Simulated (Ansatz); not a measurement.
Cu2Sb:
```xyz
6
Lattice="3.9575 0.0000 0.0000 0.0000 3.9575 0.0000 0.0000 0.0000 6.0445" Properties=species:S:1:pos:R:3 pbc="T T T"
Cu     0.0000     0.0000     0.0000
Cu     1.9787     1.9787     0.0000
Cu     1.9787     0.0000     1.5958
Cu     0.0000     1.9787     4.4488
Sb     1.9787     0.0000     4.2176
Sb     0.0000     1.9787     1.8269
```

Relaxed with PBEsol. Special points in fractions of this cell's reciprocal vectors: Γ (0.000, 0.000, 0.000); X (0.000, 0.500, 0.000); M (0.500, 0.500, 0.000); Z (0.000, 0.000, 0.500); R (0.000, 0.500, 0.500); A (0.500, 0.500, 0.500).

List the band energies nearest the Fermi level at these points for plane-wave PAW PBEsol (Ansatz code).

In eV from the Fermi level; about four levels below and three above (degenerate sets whole), none deeper than 8.9 eV; points with the same levels are listed once.

```
k                    below                above
-  -----------------------  -------------------
Γ  -2.48 -2.48 -2.46 -1.04       1.41 1.41 1.81
X  -2.09 -2.09 -1.87 -1.87  0.99 0.99 2.91 2.91
M  -2.23 -2.23 -0.14 -0.14  2.22 2.22 9.58 9.58
Z  -1.06 -1.06 -0.15 -0.15       1.56 2.07 3.52
R  -2.64 -2.64 -2.52 -2.52  0.74 0.74 1.43 1.43
A  -2.53 -2.53 -1.94 -1.94  3.27 3.27 4.09 4.09
```

Space group P4/nmm. The workflow started from a Materials Project entry (that database holds measured and hypothetical structures alike); the Crystallography Open Database files this formula in space group No. 129, but the cells were not matched. Its standing as an ambient phase is unchecked. The cell was relaxed with PBEsol under the symmetry of its start; whether a distortion lowers the energy is not shown. No spin polarisation was allowed. Scalar-relativistic: spin–orbit coupling is off unless named, which matters more the heavier the elements.

Potentials: the later of the program's two PAW sets.
